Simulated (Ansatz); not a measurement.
Values for one crystal, relaxed and computed with DFT-r²SCAN in the program Ansatz with PAW potentials; other levels are named.

- Volume per atom = 21.48 Å³
- Electronic character = metallic (no gap)
- Density of states at the Fermi level = 0.49 states/eV per atom (mean over ±0.08 eV)
- Formation energy from the elements (no fitted shifts) = -715 meV/atom

Problem. Which of these materials gives this?
A) La2CuSi3, P-6m2 (Pearson symbol hP6)
B) ZrSiRu, P-62m (Zr on 3g, Si on 1b, Si on 2c, Ru on 3f)
C) WC, P-6m2 (W on 1a, C on 1f)
D) V3Si2Mo3, R32 (V on 9d, Si on 6c, Mo on 9e)

Solution. A, La2CuSi3, P-6m2 (Pearson symbol hP6)

The first step of the workflow began from a Materials Project structure, measured or hypothetical; the Crystallography Open Database copy checked does not list it. With Si and Cu taken as one species the cell has the higher symmetry P6/mmm, so it may be an ordered model of a mixed-site phase. Its standing as an ambient phase is unchecked. The r²SCAN relaxation kept the symmetry of its start; whether a distortion lowers the energy is not shown. No spin polarisation was allowed. The references are the lowest solids computed at this level, not always the standard phases. Scalar-relativistic: spin–orbit coupling is off unless named, which matters more the heavier the elements.

Potentials: the later of the program's two PAW sets.
